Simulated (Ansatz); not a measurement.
BAs:
```cif
data_As3B3
_chemical_formula_sum 'B3 As3'
_space_group_name_H-M_alt 'P 1'
_space_group_IT_number 1
_cell_length_a 3.42907
_cell_length_b 3.42907
_cell_length_c 7.40285
_cell_angle_alpha 90.000
_cell_angle_beta 90.000
_cell_angle_gamma 120.000
loop_
_space_group_symop_operation_xyz
  'x, y, z'
loop_
_atom_site_label
_atom_site_type_symbol
_atom_site_fract_x
_atom_site_fract_y
_atom_site_fract_z
_atom_site_occupancy
B1 B 0.50000 0.00000 0.50000 1
B2 B 0.00000 0.50000 0.16667 1
B3 B 0.50000 0.50000 0.83333 1
As1 As 0.50000 0.00000 0.00000 1
As2 As 0.00000 0.50000 0.66667 1
As3 As 0.50000 0.50000 0.33333 1
```

Relaxed with PBEsol.

Which orbitals make up the states near the band edges in PBEsol (plane waves, PAW; program Ansatz)?

Top 1 eV of the valence band: B 2p 54 %, As 4p 41 %. Bottom 1 eV of the conduction band: B 2p 36 %, As 4p 23 %, B 2s 19 %, As 4s 12 %, outside the projected shells 10 %. Projections are on Löwdin-orthogonalised atomic valence shells; empty p or d shells of many metals are not among them.

Tabulate the density of states.

States/eV per cell of 6 atoms, in 0.25 eV bins, energy from the valence-band maximum.

```csv
E (eV),total,B 2p,As 4p,B 2s
-7.85,1.05,0.24,0.51,0.20
-7.60,1.55,0.41,0.76,0.27
-7.35,1.95,0.49,0.93,0.38
-7.10,2.09,0.52,0.98,0.41
-6.85,1.92,0.50,0.89,0.35
-6.60,1.45,0.41,0.67,0.23
-6.35,1.81,0.53,0.84,0.27
-6.10,1.84,0.60,0.87,0.24
-5.85,1.80,0.59,0.85,0.23
-5.60,1.77,0.60,0.82,0.21
-5.35,1.99,0.71,0.94,0.21
-5.10,2.05,0.76,0.97,0.19
-4.85,2.37,0.91,1.13,0.20
-4.60,2.64,1.03,1.26,0.21
-4.35,2.39,0.94,1.13,0.20
-4.10,2.41,0.96,1.15,0.19
-3.85,2.82,1.14,1.36,0.20
-3.60,2.42,0.99,1.16,0.16
-3.35,3.10,1.32,1.49,0.17
-3.10,2.91,1.24,1.41,0.15
-2.85,2.66,1.14,1.30,0.13
-2.60,3.07,1.35,1.49,0.14
-2.35,3.04,1.39,1.43,0.13
-2.10,3.63,1.74,1.65,0.13
-1.85,2.60,1.25,1.18,0.09
-1.60,1.59,0.80,0.72,0.04
-1.35,0.91,0.46,0.41,0.02
-1.10,0.44,0.24,0.19,0.01
-0.85,0.19,0.11,0.08,0.00
-0.60,0.12,0.06,0.05,0.00
-0.35,0.07,0.04,0.03,0.00
-0.10,0.01,0.01,0.00,0.00
0.15,0.00,0.00,0.00,0.00
0.40,0.02,0.01,0.01,0.00
0.65,0.27,0.11,0.08,0.03
0.90,0.89,0.31,0.20,0.18
1.15,1.88,0.66,0.41,0.38
1.40,2.89,1.10,0.65,0.51
1.65,3.37,1.30,0.83,0.54
1.90,3.30,1.31,0.85,0.48
2.15,2.84,1.23,0.69,0.33
2.40,2.91,1.29,0.63,0.29
2.65,3.06,1.28,0.72,0.36
2.90,3.80,1.47,0.89,0.55
3.15,3.50,1.43,0.84,0.47
3.40,2.96,1.24,0.71,0.38
3.65,2.94,1.10,0.78,0.43
3.90,2.90,1.12,0.75,0.40
4.15,2.44,0.97,0.61,0.33
4.40,3.07,1.17,0.93,0.35
4.65,3.09,1.21,1.00,0.32
4.90,2.78,1.10,0.91,0.25
5.15,2.63,0.93,0.91,0.25
```

Space group P6_222. The start of the workflow was typed in or built on a structure type; neither database checked (COD, Materials Project) lists it. It is not the phase usual at ambient conditions (space group No. 216). The PBEsol relaxation kept the symmetry of its start; of distortions, only those at the zone centre were tested. Its formation energy is positive at this level, so the cell may be metastable or incomplete. Spin–orbit coupling is left out wherever it is not named.

Potentials: the later of the program's two PAW sets.
